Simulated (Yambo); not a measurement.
Yambo run on CsO (space group Immm, No. 71). The wavefunctions are norm-conserving PBEsol (Quantum ESPRESSO, 84 Ry, no spin-orbit coupling) ones on a 4×4×4 mesh (15 occupied bands); a = 5.336 Å, b = 5.336 Å, c = 5.336 Å, α = 132.85°, β = 106.91°, γ = 91.67°.

Yambo input:

```
rim_cut
HF_and_locXC
RandQpts= 1000000
RandGvec= 1 Ry
EXXRLvcs= 84 Ry
VXCRLvcs= 336 Ry
% QPkrange
 1 | 1 | 15 | 16 |
 3 | 3 | 15 | 16 |
 8 | 8 | 15 | 16 |
 10 | 10 | 15 | 16 |
 11 | 11 | 15 | 16 |
 18 | 18 | 15 | 16 |
%
```

k points by index: 1 = Γ, 3 = (0, 0, -0.5), 8 = (0, -0.5, 0), 10 = (0, -0.5, -0.5), 11 = (0.25, 0.25, 0.25), 18 = (-0.5, -0.5, -0.5).

Table of the .hf output:

```
#    K-point    Band    Eo [eV]    Ehf [eV]    Vxc [eV]    Vnlxc [eV]
#
    1    15    0.000000    -5.552351    -19.53758    -25.08994
    1    16    1.868325    5.805556    -7.411328    -3.474097
    3    15    -0.773174    -5.958997    -17.12703    -22.31286
    3    16    2.677636    7.051587    -9.395515    -5.021565
    8    15    -0.412215    -5.840420    -18.37788    -23.80609
    8    16    2.809159    6.624679    -7.227146    -3.411626
    10    15    -0.487854    -6.094405    -18.47903    -24.08558
    10    16    2.552799    6.569988    -8.410337    -4.393147
    11    15    -0.699661    -5.986704    -17.54811    -22.83516
    11    16    3.195563    8.125501    -11.25821    -6.328274
    18    15    -0.513191    -6.134550    -18.75891    -24.38027
    18    16    1.989976    5.895060    -7.172303    -3.267218
```
Exchange alone, without screening.

Geometry relaxed with PBEsol.

The structure is a Materials Project entry; no match was found in the copy of COD used, and its stability was not checked.
